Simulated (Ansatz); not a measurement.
B$_{4}$C:
```
B4C
1.0
    2.80837     1.62141     4.01996
   -2.80837     1.62141     4.01996
    0.00000    -3.24283     4.01996
B C
12 3
Direct
  0.30924   0.80617   0.80617
  0.69076   0.19383   0.19383
  0.80617   0.30924   0.80617
  0.19383   0.69076   0.19383
  0.80617   0.80617   0.30924
  0.19383   0.19383   0.69076
  0.67035   0.99406   0.99406
  0.32965   0.00594   0.00594
  0.99406   0.67035   0.99406
  0.00594   0.32965   0.00594
  0.99406   0.99406   0.67035
  0.00594   0.00594   0.32965
  0.61037   0.61037   0.61037
  0.38963   0.38963   0.38963
  0.50000   0.50000   0.50000
```

x, y and z are the axes in which the lattice vectors are written.

### Question
Give the high-frequency dielectric tensor and the Born effective charge tensors of the independent atoms from DFPT, PBEsol (plane waves, PAW; program Ansatz).

### Answer

ε∞:
```
7.81  0.00  0.00
0.00  7.81  0.00
0.00  0.00  9.53
```
Z* of atom 1 (B), rows: field, columns: displacement, in e:
```
 0.77   0.51  -0.03
 0.51   0.18  -0.01
-0.84  -0.49  -0.18
```
Z* of atom 7 (B), rows: field, columns: displacement, in e:
```
-0.05   0.13   0.06
 0.13  -0.21   0.03
 0.33   0.19   0.03
```
Z* of atom 13 (C), rows: field, columns: displacement, in e:
```
-1.72   0.00   0.00
 0.00  -1.72   0.00
 0.00   0.00  -2.64
```
Z* of atom 15 (C), rows: field, columns: displacement, in e:
```
1.39  0.00  0.00
0.00  1.39  0.00
0.00  0.00  6.18
```

Space group R-3m. The first step of the workflow began from a Materials Project structure, measured or hypothetical; the Crystallography Open Database copy checked does not list it. Whether it is the stable phase at ambient conditions was not checked. The PBEsol relaxation kept the symmetry of its start; its stability against distortions is not shown here.

Potentials: the earlier of the program's two PAW sets. The files were generated under PBE; for other functionals the program regenerates the frozen cores, and for LDA and PBEsol the local potential too.
